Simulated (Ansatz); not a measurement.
NaF:
```cif
data_F4Na4
_chemical_formula_sum 'Na4 F4'
_space_group_name_H-M_alt 'Fm-3m'
_space_group_IT_number 225
_space_group_name_Hall '-F 4 2 3'
_cell_length_a 4.70107
_cell_length_b 4.70107
_cell_length_c 4.70107
_cell_angle_alpha 90.000
_cell_angle_beta 90.000
_cell_angle_gamma 90.000
loop_
_atom_site_label
_atom_site_type_symbol
_atom_site_symmetry_multiplicity
_atom_site_Wyckoff_symbol
_atom_site_fract_x
_atom_site_fract_y
_atom_site_fract_z
_atom_site_occupancy
Na1 Na 4 a 0.00000 0.00000 0.00000 1
F1 F 4 b 0.50000 0.50000 0.50000 1
```
(The calculation used a cell of 2 atoms; values per cell refer to that cell.)

Relaxed with PBE.

Task: Decompose the optical modes at the zone centre into irreducible representations, and say which are infrared and Raman allowed.

Result: Point group m-3m: Γ_opt = T1u. Infrared: T1u. Raman: none.

Task: Assign frequencies (DFPT, DFT-PBE in the program Ansatz with PAW potentials; without the LO–TO term).

Result: T1u 224 cm⁻¹.

The cell was relaxed with PBE under the symmetry of its start; phonons on a q-mesh show no instability.

Potentials: the later of the program's two PAW sets.
